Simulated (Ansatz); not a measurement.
Relaxed Sc (hcp, Mg type):

```
Sc
1.0
    6.65898     0.00000     0.00000
   -1.66475     2.88342     0.00000
    0.00000     0.00000     5.19194
Sc
4
Direct
  0.16667   0.66667   0.75000
  0.66667   0.66667   0.75000
  0.33333   0.33333   0.25000
  0.83333   0.33333   0.25000
```

A phonon eigenvector at M = (0.5, 0.0, 0.0) is frozen into this cell: atom i moves by Q times the vector below, so Q is the largest atomic displacement, in Å. The cell is held. (q is in reciprocal vectors of the primitive cell; the cell shown is doubled to hold the pattern.)

```csv
atom,x,y,z
Sc1,0.000,0.000,-1.000
Sc2,0.000,0.000,1.000
Sc3,0.000,0.000,-1.000
Sc4,0.000,0.000,1.000
```

Method: r2SCAN (plane waves to 500 eV, PAW, scalar-relativistic; Ansatz, a first-principles code). k mesh 8×16×9 (Γ-centred), Fermi-Dirac smearing 0.05 eV. Energies are smeared free energies. With partly filled bands, energies and forces of such displacements shift with the k mesh and the smearing. Sc is run without spin polarisation. Sc was relaxed with its symmetry unable to fall. ΔE is measured from the undisplaced structure.

Q: Estimate the ΔE (eV/cell) and −dE/dQ from forces (eV/Å) for Q (Å) = -0.280, -0.233, -0.187, 0.140, 0.187, 0.233.

A: 
```json
[
 {"Q (Å)": "-0.280", "ΔE (eV/cell)": "0.463", "−dE/dQ from forces (eV/Å)": "3.238"},
 {"Q (Å)": "-0.233", "ΔE (eV/cell)": "0.323", "−dE/dQ from forces (eV/Å)": "2.738"},
 {"Q (Å)": "-0.187", "ΔE (eV/cell)": "0.207", "−dE/dQ from forces (eV/Å)": "2.214"},
 {"Q (Å)": "0.140", "ΔE (eV/cell)": "0.117", "−dE/dQ from forces (eV/Å)": "-1.669"},
 {"Q (Å)": "0.187", "ΔE (eV/cell)": "0.207", "−dE/dQ from forces (eV/Å)": "-2.214"},
 {"Q (Å)": "0.233", "ΔE (eV/cell)": "0.323", "−dE/dQ from forces (eV/Å)": "-2.738"}
]
```

(A displaced cell: forces are minus the slopes of the energy, force constants its curvatures, and phonons follow from these.)
